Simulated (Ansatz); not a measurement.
Method: DFT PBE, scalar-relativistic, plane waves, PAW (Ansatz). All cells share a 420 eV cutoff and Γ-centred k meshes spaced at most about 0.3 Å⁻¹ (about 0.25 or finer for metals, 2π included). No spin polarisation in the final relaxations.

These are static total energies at zero pressure.

Compare these two cells of InP₂N₃, each relaxed at this level.

A.

Space group P6/mmm (No. 191). a = 5.333 Å, b = 5.333 Å, c = 2.642 Å, α = 90.00°, β = 90.00°, γ = 120.00°
```csv
atom,site,symmetry,x,y,z
In,1a,6/mmm,0.0000,0.0000,0.0000
P,2c,-6m2,0.3333,0.6667,0.0000
N,3g,mmm,0.5000,0.0000,0.5000
```

B.

Space group C2/m (No. 12). a = 6.697 Å, b = 3.160 Å, c = 7.797 Å, α = 90.00°, β = 104.77°, γ = 90.00°
```
atom  site  symmetry       x       y       z
  In    2d       2/m  0.0000  0.5000  0.5000
   P    4i         m  0.9559  0.0000  0.1518
   N    2b       2/m  0.0000  0.5000  0.0000
   N    4i         m  0.8740  0.0000  0.6569
```

Question: Which form is favoured at zero pressure, and by what margin per atom?

Answer: B is lower, by 0.50 eV/atom. A has space group P6/mmm (No. 191), 10.8 Å³/atom and no gap on its mesh; B has space group C2/m (No. 12), 13.3 Å³/atom and no gap. Counting N atoms around In and P (those within 1.25 times the shortest such distance or 1.15 times the sum of covalent radii; a plus sign parts nearer from farther groups; the shortest distance is added where it is long for a bond), A has In 12 from 3.0 Å, P 6 and B has In 6, P 1+2. The lower one is the more open, so pressure narrows the difference. Even the lower one lies +0.59 eV/atom against the reference forms of the elements (uncorrected), so neither is stable at this level. In A, around In lie 2 In at 2.64 Å and 12 N at 2.98 Å; around P lie 6 N at 2.03 Å; around N lie 4 P at 2.03 Å, 6 N at 2.64–2.67 Å and 4 In at 2.98 Å. In B, around In lie 4 N at 2.29 Å and 2 N at 2.49 Å; around P lie 1 N at 1.63 Å and 2 N at 2.04 Å; N on a site of symmetry 2/m is surrounded by 4 P at 2.04 Å; 1 more site not described. Both come from invented guesses.

A magnetic state wasn't ruled out in cells without spin, among them P6/mmm. Cells relaxed within their symmetry can be saddle points.
